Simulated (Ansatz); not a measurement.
## Structures of SiHg2: which is lowest?

Plane-wave DFT in Ansatz with scalar-relativistic PAW potentials, cutoff 420 eV, Γ-centred meshes chosen by cell and gap, Gaussian smearing with energies taken to zero width. Every cell was relaxed (cell and atoms) in a run of its own, within the symmetry of its start. Functional: PBE.

Relaxed structures (starts from databases or built by putting these elements on another compound's sites):
A. I4/mmm, 3 atoms in the computed cell, a = 3.922 Å, c = 8.724 Å; sites (symmetry × multiplicity) Si 4/mmm × 2, Hg 4mm × 4; start: built
B. Fm-3m, 3 atoms in the computed cell, a = 6.576 Å; sites (symmetry × multiplicity) Si m-3m × 4, Hg -43m × 8; start: built

**Question.** Rank them by energy. Could pressure change the order?

**Answer.**
| structure | group | E − E(lowest) (meV/atom) | V (Å³/atom) | gap on mesh (eV) |
| --- | --- | --- | --- | --- |
| B | Fm-3m | 0.0 | 23.70 | 0.00 |
| A | I4/mmm | 150 | 22.37 | 0.00 |

B is lowest, 150 meV/atom under A. A is denser by 1.33 Å³/atom, so pressure favours it: ΔE/ΔV, with ΔE in eV and 1 eV/Å³ = 160.2 GPa, gives about 18 GPa for equal enthalpy if both cells were rigid; at such pressures compression changes ΔV much, so this is a scale only. Other structures may lie lower than all of these, and vibrations aren't counted.

Spin-orbit coupling is left out, which matters for the bands of heavy elements.